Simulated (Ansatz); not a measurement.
**Sn₂P₂SO₁₂: Field gradients at the nuclei**

The cell is a Materials Project structure (computed, not necessarily an observed phase), atoms as given.

```cif
data_Sn2P2SO12
_symmetry_space_group_name_H-M 'Cc'
_symmetry_Int_Tables_number 9
_cell_length_a 15.1961
_cell_length_b 8.7438
_cell_length_c 9.0714
_cell_angle_alpha 90.000
_cell_angle_beta 123.653
_cell_angle_gamma 90.000
loop_
_atom_site_label
_atom_site_type_symbol
_atom_site_symmetry_multiplicity
_atom_site_Wyckoff_symbol
_atom_site_fract_x
_atom_site_fract_y
_atom_site_fract_z
Sn1 Sn 4 a 0.3957 0.2506 0.9377
Sn3 Sn 4 a 0.6022 0.7583 0.0624
P5 P 4 a 0.4988 0.9596 0.2490
P6 P 4 a 0.8550 0.8946 0.2503
S S 4 a 0.1454 0.8966 0.2505
O11 O 4 a 0.4267 0.0584 0.0836
O12 O 4 a 0.5547 0.3233 0.0912
O13 O 4 a 0.8578 0.8722 0.0838
O17 O 4 a 0.5732 0.9431 0.9138
O18 O 4 a 0.4516 0.6789 0.9163
O19 O 4 a 0.1433 0.1249 0.9105
O23 O 4 a 0.4257 0.1411 0.7749
O24 O 4 a 0.8537 0.9317 0.7745
O25 O 4 a 0.2395 0.1745 0.7706
O29 O 4 a 0.5738 0.8585 0.2286
O30 O 4 a 0.1471 0.0624 0.2273
O31 O 4 a 0.7558 0.8199 0.2250
```

One atom of each set is listed; the run and its k-mesh use a cell of 34 atoms with edges of 8.77, 8.77, 9.07 Å.

All values are calculated (Ansatz; DFT, PBE, plane waves and PAW, scalar-relativistic, 420 eV cutoff, Γ-centred 3×3×3 k-points, Fermi–Dirac smearing 0.02 eV), not measured.

V_zz is the principal component of the electric field gradient with the largest magnitude, η = (V_xx − V_yy)/V_zz and C_Q = eQV_zz/h. ν_Q = 3|C_Q|/[2I(2I − 1)].

S-33: I = 3/2, Q = -69.40 mb; 17O: I = 5/2, Q = -25.58 mb. Quadrupole moments are those of Pyykkö's year-2017 table.

```tsv
site	atoms	first shell	C_Q (MHz)	η	ν_Q (MHz)
S	2	4 O at 1.47–1.48 Å	-2.37	0.32	1.18
O11	2	1 P at 1.54 Å, 1 Sn at 2.03 Å, angle 152°	-8.17	0.17	1.23
O12	2	1 S at 1.48 Å, 1 Sn at 2.11 Å, angle 152°	-9.73	0.12	1.46
O13	2	1 P at 1.55 Å, 1 Sn at 2.02 Å, angle 152°	-8.24	0.14	1.24
O17	2	1 P at 1.54 Å, 1 Sn at 1.99 Å, angle 151°	-7.93	0.15	1.19
O18	2	1 P at 1.54 Å, 1 Sn at 2.03 Å, angle 154°	-8.32	0.16	1.25
O19	2	1 S at 1.48 Å, 1 Sn at 2.15 Å, angle 151°	-9.80	0.12	1.47
O23	2	1 P at 1.54 Å, 1 Sn at 2.01 Å, angle 150°	-8.30	0.22	1.25
O24	2	1 P at 1.54 Å, 1 Sn at 2.01 Å, angle 149°	-8.32	0.20	1.25
O25	2	1 S at 1.48 Å, 1 Sn at 2.09 Å, angle 149°	-9.76	0.17	1.46
O29	2	1 P at 1.53 Å, 1 Sn at 1.99 Å, angle 147°	-8.01	0.24	1.20
O30	2	1 S at 1.47 Å, 1 Sn at 2.12 Å, angle 151°	-9.67	0.16	1.45
O31	2	1 P at 1.54 Å, 1 Sn at 2.02 Å, angle 149°	-8.46	0.19	1.27
```

At O11, O13, O17, O18, O23 and O24 and others V_zz runs parallel to the line that joins its two neighbours (within 4°) in each case. At O12, O19, O25 and O30 V_zz points along the shorter of its two bonds, to S (within 8°) in each case.

Sn, P have no stable isotope with a ground-state quadrupole moment in the table, so these sites are left out.

The largest force is 0.7 eV/Å, so the atoms aren't at the calculated equilibrium and relaxing them would move these values. A computed database structure should lie near equilibrium, so this entry is doubtful. Without spin–orbit coupling (the program notes it for Sn) the gradients are little affected as a rule: paired runs on crystals with a gap mostly move them by under 2 % at such atoms.
